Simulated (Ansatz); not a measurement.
Te$_{3}$Pd$_{13}$ in space group Fd-3m (No. 227; Pearson symbol cF128), r²SCAN in the plane-wave PAW code Ansatz, all energies at zero smearing, with the estimated change up to a 700 eV cutoff added, with one set of potentials and settings (totals compare only within such a set). Cell of 32 atoms (6 Te, 26 Pd): -223605.523 eV.

```
element              reference phase  E (eV/atom)
-------  ---------------------------  -----------
Te       P3_121, 3 atoms in the cell   -6994.8235
Pd        Fm-3m, 1 atoms in the cell   -6985.7456
```

Formation energy per atom, worked out: (-223605.523 − 6×(-6994.8235) − 26×(-6985.7456))/32 = -0.225 eV/atom (-22 kJ per mol of atoms), at 0 K, without zero-point energy or fitted corrections.

The first step of the workflow began from a Materials Project structure, measured or hypothetical; the Crystallography Open Database files this formula in space group No. 227, but the cells were not matched. Its standing as an ambient phase is unchecked. The cell was relaxed with r²SCAN under the symmetry of its start; its stability against distortions is not shown here. No spin polarisation was allowed. The references are the lowest solids computed at this level, not always the standard phases. Spin–orbit coupling is left out wherever it is not named.

Potentials: the later of the program's two PAW sets.
